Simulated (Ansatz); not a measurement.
A plane-wave DFT run in Ansatz 0.2.0 (scalar-relativistic PAW potentials unless the input names others): input and command.

```yaml
crystal:
  lattice:
    - [4.8311, 0.0, 0.0]
    - [0.0, 4.8311, 0.0]
    - [0.0, 0.0, 4.8311]
  atoms:
    - { symbol: S, position: [0.0, 0.0, 0.0] }
    - { symbol: I, position: [0.5, 0.5, 0.5] }
    - { symbol: Li, position: [0.5, 0.5, 0.0] }
    - { symbol: Li, position: [0.5, 0.0, 0.5] }
    - { symbol: Li, position: [0.0, 0.5, 0.5] }
basis:
  ecutwfc: 420
kpoints:
  mp_grid: { grid: [6, 6, 6] }
hamiltonian:
  xc: pbesol
scf:
  occupations: { method: gaussian, width: 5.0 }
  max_iter: 60
output:
  forces: true
  eigenvalues: true
  stress: true
```

```bash
ansatz run input.yaml --threads 1 --pin off --max-ram 1228MiB --backend cpu --events-out ev --progress --plain --runs-dir out
```

Abridged log:
```
Basis set: ecut = 420 eV, 2205 PW (Γ), exchange–correlation on 72×72×72 points (8 copies of the dense FFT grid, shifted against one another)
Bands: 51, of which v1, the nominal top of the filled ones, is band 16 counted from 1 (15 counted from 0)
Symmetry: 48 space group operations
k-points: 20 of 216
SCF iter   1: F=—  HF=-8938.219068 eV  |F-HF|=—  |Δ(HF+E_count)|=         —  Δρ=3.14e-2  dr2=3.90e0  ethr=1.77e-3  ⟨swp⟩=9.0  Hψ=5610  notcnv=0
SCF iter   2: F=—  HF=-8937.516237 eV  |F-HF|=—  |Δ(HF+E_count)|=   7.03e-1  Δρ=1.44e-2  dr2=7.75e-1  ethr=1.77e-3  ⟨swp⟩=1.1  Hψ=1182  notcnv=0
SCF iter   3: F=—  HF=-8937.364045 eV  |F-HF|=—  |Δ(HF+E_count)|=   1.52e-1  Δρ=5.69e-3  dr2=7.10e-2  ethr=1.77e-3  ⟨swp⟩=1.0  Hψ=1020  notcnv=0
SCF iter   4: F=—  HF=-8937.354800 eV  |F-HF|=—  |Δ(HF+E_count)|=   9.25e-3  Δρ=9.10e-4  dr2=1.01e-3  ethr=2.22e-4  ⟨swp⟩=1.0  Hψ=1180  notcnv=0
SCF iter   5: F=—  HF=-8937.355087 eV  |F-HF|=—  |Δ(HF+E_count)|=   2.87e-4  Δρ=3.32e-4  dr2=2.00e-4  ethr=3.16e-6  ⟨swp⟩=2.9  Hψ=1793  notcnv=0
SCF iter   6: F=—  HF=-8937.355083 eV  |F-HF|=—  |Δ(HF+E_count)|=   3.68e-6  Δρ=6.95e-5  dr2=9.15e-6  ethr=6.26e-7  ⟨swp⟩=2.0  Hψ=1446  notcnv=0
SCF iter   7: F=—  HF=-8937.355117 eV  |F-HF|=—  |Δ(HF+E_count)|=   3.38e-5  Δρ=2.18e-5  dr2=8.08e-7  ethr=2.86e-8  ⟨swp⟩=2.1  Hψ=1597  notcnv=0
SCF iter   8: F=-8937.355117 eV  HF=-8937.355117 eV  |F-HF|=1.29e-8  |Δ(HF+E_count)|=   3.13e-7  Δρ=4.74e-6  dr2=3.80e-8  ethr=3.13e-10  ⟨swp⟩=9.3  Hψ=4454  notcnv=0
SCF 1 converged in 8 iterations: F = -8937.355117 eV  dr2 = 3.80e-8
SCF converged after 8 iterations
Free energy (F): -8937.355117 eV
Harris-Foulkes:  -8937.355117 eV  (|F-HF|=1.29e-8)
Internal energy: -8916.141919 eV  (E = F + TS)
E sigma→0 (E₀):  -8926.748518 eV
Entropy (-TS):   -21.213198 eV (-4242.640 meV/atom)
Fermi energy:    4.102739 eV
--- Forces (eV/Å), atoms counted from 1 ---
  atom   1  S      0.00000000     0.00000000     0.00000000
  atom   2  I      0.00000000     0.00000000     0.00000000
  atom   3  Li     0.00000000     0.00000000     0.00000000
  atom   4  Li     0.00000000     0.00000000     0.00000000
  atom   5  Li     0.00000000     0.00000000     0.00000000
--- Stress (GPa, compression-positive) ---
       11.443522       0.000000       0.000000
        0.000000      11.443522       0.000000
        0.000000       0.000000      11.443522
  P = ⅓ Tr σ = 11.4435 GPa (114.435 kbar)
```

Task: What should be changed?

Result: The fault is a smearing of electronvolts (scf.occupations: {"method": "gaussian", "width": 0.02} → {"method": "gaussian", "width": 5.0}, the first being the value of the sound run). Setting it back cures it. The run converged all the same, with an energy at zero smearing 430 meV/atom above the reference's, pressure 11.44 GPa, largest force 0.000 eV/Å, gap on the mesh 3.19 eV, so convergence alone doesn't show that an input is right. A reference run from the same start on usual settings converged with pressure 2.08 GPa, largest force 0.000 eV/Å, gap on the mesh 1.92 eV.